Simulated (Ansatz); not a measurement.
Q: Name crystals whose computed values (plane-wave PAW LDA (Ansatz code)) fall in these windows: electron conductivity mass (mₑ) 0.22 to 0.28; Θ_D (K) 120 to 160; ε0 9.6 to 14.

A: 

| crystal | electron conductivity mass (mₑ) | Θ_D (K) | ε0 |
|---|---|---|---|
| AgCl, rock salt | 0.25 | 151 | 11.6 |
Others may fit too.

The cell was relaxed under the symmetry of its start. Rows with no word on spin ran without spin polarisation. Scalar-relativistic: spin–orbit coupling is off unless named, which matters more the heavier the elements.

Potentials: the later of the program's two PAW sets.
